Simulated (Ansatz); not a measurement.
Input and command of a plane-wave DFT calculation in Ansatz:

```yaml
crystal:
  lattice:
    - [3.4581983146, 0.0, 0.0]
    - [0.0, 5.590521984, 0.0]
    - [0.0, 0.0, 4.8647330164]
  atoms:
    - { symbol: In, position: [0.0, 0.8039374085, 0.3625471542] }
    - { symbol: In, position: [0.0, 0.1960625915, 0.3625471542] }
    - { symbol: In, position: [0.5, 0.3039374085, 0.6374528458] }
    - { symbol: In, position: [0.5, 0.6960625915, 0.6374528458] }
    - { symbol: Fe, position: [0.0, 0.0, 0.8467087077], spin: 4.0 }
    - { symbol: Fe, position: [0.5, 0.5, 0.1532912923], spin: 4.0 }
basis:
  ecutwfc: 500
kpoints:
  mp_grid: { grid: [6, 4, 4] }
hamiltonian:
  xc: r2scan
scf:
  occupations: { method: gaussian, width: 0.1 }
  lower_state_search: "off"
output:
  forces: true
  stress: true
  eigenvalues: true
  populations: true
magnetization:
  spin_polarized: true
```

```bash
ansatz run input.yaml --threads 1 --pin off --max-ram 2560MiB --backend cpu --events-out ev --progress --plain --runs-dir out
```

Processor: Arm Neoverse V1, 1 thread, on a host shared with other jobs.

How long does it run, and how much memory does it take?

About 2.1 min on 1 thread of Arm Neoverse V1, on a shared host, peak memory 0.77 GiB. It solves 56 bands at 36 k points (the mesh reduced by symmetry) with about 2381 plane waves, in 18 SCF iterations.
